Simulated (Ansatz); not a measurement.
# LiVO2 (R-3m): electronic heat capacity and spin susceptibility from the density of states

Method: DFT PBEsol, scalar-relativistic, plane waves, PAW in Ansatz 0.2.0.

Cutoff 420 eV; k points 18×18×18 on the computed 4-atom cell (Γ-centred); Gaussian smearing, width 0.10 eV; no spin polarisation.

Relaxed cell: R-3m, a = 2.762 Å, b = 2.762 Å, c = 14.877 Å, α = 90.00°, β = 90.00°, γ = 120.00°, 4 atoms in the primitive cell. Whether it is the stable form of this composition wasn't checked.

The density of states at the Fermi level is 2.380 states/eV in the cell of 4 atoms (1 formula unit; both spins, tetrahedra on a 27×27×27 mesh).

Q: What Sommerfeld coefficient and Pauli susceptibility does this give?

A: Per formula unit N(E_F) = 2.380 states/eV. γ = (π²/3) k_B² N(E_F) N_A = 2.357 mJ/(mol K²) per state/eV, so γ = 5.6 mJ/(mol K²), a mole of formula units. χ_P = μ_B² N(E_F) N_A = 3.23×10⁻⁵ emu/mol per state/eV gives 7.7×10⁻⁵ emu/mol. This is the bare band result: a measured γ of the same phase is as a rule larger by a factor 1 + λ from phonons and spin fluctuations, the spin part of χ is larger by the Stoner factor, and a measured χ also holds orbital and core terms. N(E_F) at one energy is sensitive to the mesh where the density of states has sharp peaks.

Spin polarisation was left out, and a magnetic state may lie lower.

A ferromagnetic start lost its moments in a first run, so spin was left out; other magnetic orders weren't tried.

Cost: 1 run of about 3.7 core-minutes, on Intel Xeon Processor @ 2.50GHz (Skylake/Cascade Lake) (shared hosts).